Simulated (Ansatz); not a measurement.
TiO₂:
```cif
data_O8Ti4
_chemical_formula_sum 'Ti4 O8'
_space_group_name_H-M_alt 'I41/amd :1'
_space_group_IT_number 141
_space_group_name_Hall 'I 4bw 2bw -1bw'
_cell_length_a 3.73936
_cell_length_b 3.73936
_cell_length_c 9.45481
_cell_angle_alpha 90.000
_cell_angle_beta 90.000
_cell_angle_gamma 90.000
loop_
_atom_site_label
_atom_site_type_symbol
_atom_site_symmetry_multiplicity
_atom_site_Wyckoff_symbol
_atom_site_fract_x
_atom_site_fract_y
_atom_site_fract_z
_atom_site_occupancy
Ti1 Ti 4 a 0.00000 0.00000 0.00000 1
O1 O 8 e 0.00000 0.00000 0.20799 1
```
(The calculation used a cell of 6 atoms; values per cell refer to that cell.)

Relaxed with LDA.

Problem. Give the optical modes at the zone centre with their infrared and Raman activity from DFPT, DFT-LDA in the program Ansatz with PAW potentials.

Solution. Transverse frequencies, without the LO–TO term; a row sums one degenerate level.

```tsv
ω (cm⁻¹)	degeneracy	IR ((D/Å)²/amu)	Raman (Å⁴/amu)	activity	symmetry
149	2	0.00	630	Raman	Eg
165	2	0.00	6.2	Raman	Eg
240	2	126.53	0	IR	Eu
347	1	78.81	0	IR	A2u
384	1	0.00	280	Raman	B1g
441	2	133.88	0	IR	Eu
503	1	0.00	130	Raman	B1g
528	1	0.00	420	Raman	A1g
551	1	0.00	0	silent	B2u
637	2	0.00	1500	Raman	Eg
```

Problem. How high does the top mode go among those that the LO–TO term moves?

Solution. 864 cm⁻¹ for q along x, 864 cm⁻¹ for q along y, 725 cm⁻¹ for q along z.

Space group I4_1/amd (anatase). The cell was relaxed with LDA under the symmetry of its start; of distortions, only those at the zone centre were tested. The run is not spin-polarised.

Potentials: the later of the program's two PAW sets.
